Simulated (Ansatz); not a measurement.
Relaxed-ion elastic tensor of VIr3 (Cu3Au type, Pm-3m) in GPa (Voigt order), plane-wave PAW PBEsol (Ansatz code); density 19.08 g/cm³, 13.66 Å³ per atom.

```
584  239  239  0.0  0.0  0.0
239  584  239  0.0  0.0  0.0
239  239  584  0.0  0.0  0.0
0.0  0.0  0.0  288  0.0  0.0
0.0  0.0  0.0  0.0  288  0.0
0.0  0.0  0.0  0.0  0.0  288
```

Q: Is the crystal mechanically stable?

A: Yes: the smallest eigenvalue of C is 288 GPa.

Q: Work out the Voigt, Reuss and Hill averages.

A: K_V = 354, K_R = 354, K_H = 354; G_V = 242, G_R = 227, G_H = 234 GPa.

Q: Give Young's modulus, Poisson's ratio, Pugh's ratio and the universal anisotropy index.

A: E = 9KG/(3K + G) = 576 GPa; ν = 0.23; K/G = 1.51 (brittle by the Pugh limit of 1.75); A_U = 5G_V/G_R + K_V/K_R − 6 = 0.32.

Q: Estimate the sound speeds and the Debye temperature.

A: v_l = √((K + 4G/3)/ρ) = 5910 m/s, v_t = √(G/ρ) = 3510 m/s, mean 3880 m/s; Θ = (h/k)(3n/4πV)^(1/3) v_m = 484 K.

Q: Give the Zener ratio and Young's modulus along [100], [110] and [111].

A: A = 2C44/(C11 − C12) = 1.67; 1/E = S11 − 2(S11 − S12 − S44/2)Γ with Γ = 0, 1/4, 1/3 gives 445, 600, 680 GPa.

Q: Solve the Christoffel equation for the three sound speeds along [100], [110], [111].

A: Eigenvalues of C_ijkl n_j n_l equal ρv². In km/s, slowest first: [100] 3.89, 3.89, 5.53; [110] 3.01, 3.89, 6.05; [111] 3.33, 3.33, 6.22.

The first step of the workflow began from a Materials Project structure, measured or hypothetical; the Crystallography Open Database files this formula in space group No. 221, but the cells were not matched. Whether it is the stable phase at ambient conditions was not checked. The cell was relaxed with PBEsol under the symmetry of its start; its stability against distortions is not shown here. The run is not spin-polarised. As this level gives no gap, shear constants depend on the k-mesh and smearing (Fermi–Dirac, 0.1 eV here). Scalar-relativistic: spin–orbit coupling is off unless named, which matters more the heavier the elements.

Potentials: the later of the program's two PAW sets.
